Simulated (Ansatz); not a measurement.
BaTe$_{2}$:
Space group I4/mcm (No. 140); a = b = 7.252 Å, c = 9.021 Å, α = β = γ = 90.00°

| atom | site | symmetry | x | y | z |
|---|---|---|---|---|---|
| Ba | 4a | 422 | 0.0000 | 0.0000 | 0.2500 |
| Te | 8h | m.2m | 0.3638 | 0.1362 | 0.0000 |
(The calculation used a cell of 6 atoms; values per cell refer to that cell.)

Relaxed with r²SCAN.

Question: Which orbitals make up the states near the band edges in the program Ansatz at the r²SCAN level (PAW)?

Answer: Top 1 eV of the valence band: Te 5p 93 %, outside the projected shells 6 %. Bottom 1 eV of the conduction band: Te 5p 74 %, Te 5s 5 %, outside the projected shells 19 %. Projections are on Löwdin-orthogonalised atomic valence shells; empty p or d shells of many metals are not among them.

Question: Tabulate the density of states.

Answer: States/eV per cell of 6 atoms, in 0.25 eV bins, energy from the valence-band maximum.

| E (eV) | total | Te 5p | Ba 6s | Te 5s |
|---|---|---|---|---|
| -7.85 | 0.00 | 0.00 | 0.00 | 0.00 |
| -7.60 | 0.00 | 0.00 | 0.00 | 0.00 |
| -7.35 | 0.00 | 0.00 | 0.00 | 0.00 |
| -7.10 | 0.00 | 0.00 | 0.00 | 0.00 |
| -6.85 | 0.00 | 0.00 | 0.00 | 0.00 |
| -6.60 | 0.00 | 0.00 | 0.00 | 0.00 |
| -6.35 | 0.00 | 0.00 | 0.00 | 0.00 |
| -6.10 | 0.00 | 0.00 | 0.00 | 0.00 |
| -5.85 | 0.00 | 0.00 | 0.00 | 0.00 |
| -5.60 | 0.00 | 0.00 | 0.00 | 0.00 |
| -5.35 | 0.00 | 0.00 | 0.00 | 0.00 |
| -5.10 | 0.00 | 0.00 | 0.00 | 0.00 |
| -4.85 | 0.00 | 0.00 | 0.00 | 0.00 |
| -4.60 | 0.00 | 0.00 | 0.00 | 0.00 |
| -4.35 | 5.76 | 5.31 | 0.16 | 0.18 |
| -4.10 | 3.74 | 3.43 | 0.09 | 0.12 |
| -3.85 | 4.79 | 4.31 | 0.22 | 0.15 |
| -3.60 | 2.26 | 2.01 | 0.13 | 0.06 |
| -3.35 | 1.92 | 1.68 | 0.15 | 0.03 |
| -3.10 | 5.26 | 4.67 | 0.30 | 0.12 |
| -2.85 | 6.50 | 5.86 | 0.24 | 0.18 |
| -2.60 | 5.25 | 4.84 | 0.12 | 0.12 |
| -2.35 | 7.77 | 7.27 | 0.09 | 0.12 |
| -2.10 | 7.24 | 6.76 | 0.09 | 0.10 |
| -1.85 | 4.29 | 3.85 | 0.17 | 0.03 |
| -1.60 | 4.56 | 4.11 | 0.18 | 0.02 |
| -1.35 | 8.92 | 8.29 | 0.12 | 0.02 |
| -1.10 | 7.68 | 7.20 | 0.02 | 0.01 |
| -0.85 | 1.78 | 1.66 | 0.00 | 0.01 |
| -0.60 | 1.31 | 1.22 | 0.00 | 0.00 |
| -0.35 | 0.80 | 0.75 | 0.00 | 0.00 |
| -0.10 | 0.16 | 0.15 | 0.00 | 0.00 |
| 0.15 | 0.00 | 0.00 | 0.00 | 0.00 |
| 0.40 | 0.00 | 0.00 | 0.00 | 0.00 |
| 0.65 | 0.00 | 0.00 | 0.00 | 0.00 |
| 0.90 | 2.28 | 1.70 | 0.05 | 0.16 |
| 1.15 | 4.93 | 3.73 | 0.06 | 0.28 |
| 1.40 | 3.59 | 2.68 | 0.04 | 0.17 |
| 1.65 | 3.53 | 2.51 | 0.04 | 0.14 |
| 1.90 | 2.74 | 1.69 | 0.07 | 0.11 |
| 2.15 | 1.71 | 0.45 | 0.04 | 0.03 |
| 2.40 | 2.16 | 0.16 | 0.03 | 0.01 |
| 2.65 | 2.69 | 0.12 | 0.03 | 0.01 |
| 2.90 | 2.78 | 0.09 | 0.09 | 0.01 |
| 3.15 | 4.68 | 0.15 | 0.23 | 0.02 |
| 3.40 | 5.32 | 0.17 | 0.25 | 0.03 |
| 3.65 | 6.64 | 0.25 | 0.43 | 0.08 |
| 3.90 | 6.11 | 0.23 | 0.38 | 0.06 |
| 4.15 | 6.88 | 0.27 | 0.60 | 0.11 |
| 4.40 | 11.37 | 0.50 | 0.82 | 0.13 |
| 4.65 | 9.86 | 0.46 | 0.65 | 0.05 |

The workflow started from a Materials Project entry (that database holds measured and hypothetical structures alike); the Crystallography Open Database copy checked does not list it. Its standing as an ambient phase is unchecked. The cell was relaxed with r²SCAN under the symmetry of its start; whether a distortion lowers the energy is not shown. Scalar-relativistic: spin–orbit coupling is off unless named, which matters more the heavier the elements.

Potentials: the later of the program's two PAW sets.
